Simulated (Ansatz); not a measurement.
**Density of states of BiRu**

```
Ru Bi
1.0
     0.00000    2.77474    2.77474
     2.77474    0.00000    2.77474
     2.77474    2.77474    0.00000
Ru Bi
1 1
Direct
  0.00000 0.00000 0.00000
  0.50000 0.50000 0.50000
```

The cell was built from the rocksalt type and relaxed in the same program, and has space group Fm-3m; it needn't be a known or the stable phase.

Spin polarisation is left out, and whether a magnetic state lies lower isn't shown here.

No spin–orbit coupling, which matters for the heavy atoms here.

These are results of DFT, PBE, all-electron LAPW, scalar-relativistic in Ansatz 0.2.0, not measurements.

The runs use a Γ-centred 10×10×10 k mesh, Fermi–Dirac smearing of 0.05 eV, basis error target 0.25 meV/atom, no spin polarisation.

States per eV and cell, averaged over 0.6 eV, from -12.4 to 6.6 eV, with energies (bin centres) from the Fermi level; empty bins are left out. The partial columns, the largest 4 alone, are projections on Löwdin-orthogonalised atomic shells (those that the program's projection atoms carry: the occupied ones and, for some elements, an empty d or f shell; other empty shells have no column), summed over atoms of an element. Weights on diffuse s and p shells depend on that basis and aren't pure angular character.

```tsv
E (eV)	total	Ru 4d	Bi 6p	Bi 6s	Ru 5s
-12.2	0.32	0.00	0.02	0.19	0.10
-11.6	0.65	0.02	0.04	0.47	0.12
-11.0	2.30	0.22	0.05	1.92	0.09
-5.6	0.18	0.04	0.11	0.00	0.03
-5.0	0.82	0.19	0.49	0.02	0.10
-4.4	1.65	0.39	1.07	0.04	0.12
-3.8	0.71	0.25	0.41	0.02	0.02
-3.2	3.52	2.02	1.43	0.02	0.02
-2.6	2.10	1.40	0.65	0.01	0.01
-2.0	0.91	0.66	0.23	0.00	0.00
-1.4	1.44	1.27	0.13	0.01	0.00
-0.8	5.01	4.66	0.22	0.03	0.04
-0.2	2.38	1.87	0.28	0.04	0.16
0.4	1.57	0.92	0.37	0.11	0.12
1.0	1.39	0.73	0.44	0.09	0.10
1.6	1.14	0.48	0.51	0.05	0.05
2.2	1.14	0.38	0.63	0.04	0.03
2.8	0.85	0.26	0.47	0.03	0.02
3.4	0.78	0.20	0.41	0.02	0.05
4.0	0.71	0.15	0.34	0.02	0.09
4.6	0.57	0.10	0.26	0.02	0.11
5.2	0.50	0.05	0.15	0.01	0.15
5.8	1.00	0.04	0.14	0.02	0.21
6.4	0.98	0.02	0.10	0.02	0.17
```

Problem. Which of the resolved shells contributes most within 0.3 eV of the Fermi level?

Solution. Ru 4d, with 73 % of all states there; Bi 6p follows with 15 %.

Problem. Where is the centre of the filled Ru 4d states between -14 eV and the top of the filled states?

Solution. -1.81 eV from the Fermi level.
